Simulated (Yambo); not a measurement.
Yambo run on Au$_{2}$S (space group Pn-3m, No. 224). The wavefunctions are LDA (pw.x of Quantum ESPRESSO, ONCV potentials, scalar-relativistic) ones on a 2×2×2 mesh (44 occupied bands); a = b = c = 5.274 Å, α = β = γ = 90.00°.

Yambo input:

```
rim_cut
gw0
dyson
el_el_corr
HF_and_locXC
ppa
em1d
RandQpts= 1000000
RandGvec= 1 Ry
EXXRLvcs= 76 Ry
VXCRLvcs= 304 Ry
Chimod= "HARTREE"
% BndsRnXp
 17 | 78 |
%
NGsBlkXp= 8 Ry
% LongDrXp
 1.0 | 1.0 | 1.0 |
%
PPAPntXp= 27.2114 eV
% GbndRnge
 1 | 78 |
%
GTermKind= "none"
DysSolver= "n"
ExtendOut
% QPkrange
 1 | 1 | 44 | 45 |
%
```

k points by index: 1 = Γ.

Table of the .qp output:

```
#    K-point    Band    Eo [eV]    E [eV]    E-Eo [eV]    Vxc [eV]    Vnlxc [eV]    Sc|Eo [eV]    Sc|E [eV]    dSc/dw|Eo [eV]    Re(Z)    Im(Z)
#
    1    44    0.000000    0.379792    0.379792    -18.16913    -21.21157    3.524864    3.422232    -7.356170    0.787191    -0.001673
    1    45    1.996019    3.030402    1.034383    -9.305402    -5.656267    -2.392751    -2.614752    -5.839478    0.823316    -0.001411
```
(The two width columns are left out.) Convergence of these settings isn't established.

Spin-orbit coupling is not included.

Geometry of the Materials Project entry, not relaxed at this level.
